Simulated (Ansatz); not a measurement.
ScPd3C (anti-perovskite), relaxed and computed with several functionals in Ansatz (plane waves, PAW).

```tsv
functional	a (Å)	ΔH_f (eV/atom)	B₀ by P(V) fit (GPa)
PBEsol	4.148	-0.23	187
PBE	4.202	-0.19	166
r²SCAN	4.179	-0.20	178
```

Typed or built starts, not in the databases checked: ScPd3C, anti-perovskite. All cells were relaxed under the symmetry of their starts (and spin orders); stability against distortions was not tested throughout. Rows with no word on spin ran without spin polarisation. Scalar-relativistic: spin–orbit coupling is off unless named, which matters more the heavier the elements.

Potentials: the later of the program's two PAW sets.

Ansatz (a first-principles code) is a plane-wave DFT program.

Formation energies count from the lowest solids of the elements computed at the same level, not from gases.
